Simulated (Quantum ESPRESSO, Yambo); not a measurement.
## Quasiparticle gap of ScF$_{3}$ at -1.5 % isotropic strain

```cif
data_F3Sc
_chemical_formula_sum 'F3 Sc1'
_space_group_name_H-M_alt 'P 1'
_space_group_IT_number 1
_cell_length_a 3.95659
_cell_length_b 3.95659
_cell_length_c 3.95659
_cell_angle_alpha 90.017
_cell_angle_beta 90.017
_cell_angle_gamma 90.017
loop_
_space_group_symop_operation_xyz
  'x, y, z'
loop_
_atom_site_label
_atom_site_type_symbol
_atom_site_fract_x
_atom_site_fract_y
_atom_site_fract_z
_atom_site_occupancy
F1 F 0.50000 0.00174 0.99826 1
F2 F 0.99826 0.50000 0.00174 1
F3 F 0.00174 0.99826 0.50000 1
Sc1 Sc 0.00000 0.00000 0.00000 1
```

The PBEsol cell relaxed from Materials Project entry mp-10694 was given an isotropic strain of -1.5 % on all lattice vectors, and the atoms were relaxed again.

Starting point: norm-conserving PBEsol (Quantum ESPRESSO, 84 Ry, without SOC). G0W0 in Yambo: 4×4×4 Γ-centred k mesh, bands 2 to 153 and a 10 Ry block in the screening, 153 bands in G with the Bruneval-Gonze terminator, plasmon pole fitted at 27.2 eV.

```json
{
 "PBEsol gap along the band path": "6.53 eV",
 "PBEsol gap between the mesh's edge points (Z → Γ)": "6.53 eV",
 "G0W0 gap between the same points": "11.64 eV",
 "PBEsol smallest direct gap on the mesh (at Γ)": "7.08 eV",
 "G0W0 direct gap at that point": "12.18 eV"
}
```

```tsv
k point	band	E PBEsol (eV)	E QP (eV)	shift (eV)	Z
Γ	VB	-0.55	-2.86	-2.31	0.81
Γ	CB	6.53	9.33	2.80	0.84
F	VB	-0.01	-2.33	-2.33	0.81
F	CB	7.54	10.49	2.95	0.83
Z	VB	0.00	-2.31	-2.31	0.81
Z	CB	8.28	11.38	3.10	0.83
```

Energies count from the PBEsol valence-band maximum.

Convergence of the G0W0 settings was not tested.
